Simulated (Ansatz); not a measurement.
Si (space group Ia-3)

Space group Ia-3 (No. 206); a = 6.6016 Å, b = 6.6016 Å, c = 6.6016 Å, α = 90.00°, β = 90.00°, γ = 90.00°

```json
[
 {"atom": "Si", "site": "16c", "symmetry": ".3.", "x": "0.1023", "y": "0.1023", "z": "0.1023"}
]
```
(The calculation used a cell of 8 atoms; values per cell refer to that cell.)

This relaxed cell (volume V₀) is scaled evenly in all directions, its shape held. The atoms relax within the cell's symmetry.

Calculation: PBEsol (plane waves to 420 eV, PAW, scalar-relativistic; Ansatz, a program for electronic structure). k mesh 10×10×10 (Γ-centred), Fermi-Dirac smearing 0.05 eV. The energy includes the smearing's −TS. Si was relaxed with its symmetry unable to fall. This is one of several known forms of Si; the measured ambient cells at hand have space group No. 227. The zero of ΔE is the relaxed starting cell. The last digit holds for this mesh only.

```json
[
 {"V (Å³/atom)": "16.184", "ΔE (meV/atom)": "61.1"},
 {"V (Å³/atom)": "16.633", "ΔE (meV/atom)": "32.8"},
 {"V (Å³/atom)": "17.083", "ΔE (meV/atom)": "14.0"},
 {"V (Å³/atom)": "17.532", "ΔE (meV/atom)": "3.3"},
 {"V (Å³/atom)": "17.982", "ΔE (meV/atom)": "0.0"},
 {"V (Å³/atom)": "18.431", "ΔE (meV/atom)": "3.0"},
 {"V (Å³/atom)": "18.881", "ΔE (meV/atom)": "11.6"},
 {"V (Å³/atom)": "19.330", "ΔE (meV/atom)": "25.1"},
 {"V (Å³/atom)": "19.780", "ΔE (meV/atom)": "42.9"}
]
```

Problem. What is the fitted pressure derivative B₀′?

Solution. 4.2.

Problem. What bulk modulus B₀ follows from a third-order Birch-Murnaghan fit?

Solution. 90.4 GPa. Check by three points about V = 17.982 Å³/atom, step 0.899: d²E/dV² ≈ (14 − 2·0 + 12) meV / 0.899² = 0.0322 eV/Å⁶, and V·d²E/dV² × 160.2 = 92.7 GPa.

(A scan under strain: stresses follow from slopes of the energy per volume, elastic moduli from its curvatures.)
